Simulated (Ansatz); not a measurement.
TiPt3 (Cu3Au type, Pm-3m) at seven volumes, r²SCAN in the plane-wave PAW code Ansatz, scaled uniformly. One row is withheld.

```json
[
 {"V (Å³/atom)": "13.711", "P (GPa)": "30.78"},
 {"V (Å³/atom)": "14.163", "P (GPa)": "18.63"},
 {"V (Å³/atom)": "14.615", "P (GPa)": "?"},
 {"V (Å³/atom)": "15.067", "P (GPa)": "0.00"},
 {"V (Å³/atom)": "15.519", "P (GPa)": "-7.08"},
 {"V (Å³/atom)": "15.971", "P (GPa)": "-12.98"},
 {"V (Å³/atom)": "16.423", "P (GPa)": "-17.88"}
]
```

### Question
Fit the shown pressures and predict the withheld one.

### Answer
P = (3/2)B₀(x^(7/2) − x^(5/2))[1 + (3/4)(B′ − 4)(x − 1)] with x = (V₀/V)^(2/3). Least squares on the six rows gives V₀ = 15.067 Å³/atom, B₀ = 258 GPa, B′ = 5.02. At V = 14.615, x = 1.0205 and P = 8.48 GPa. The run itself gave 8.48 GPa.

The cell was relaxed with r²SCAN under the symmetry of its start; of distortions, only those at the zone centre were tested. The run is not spin-polarised. Spin–orbit coupling is left out wherever it is not named.

Potentials: the later of the program's two PAW sets.
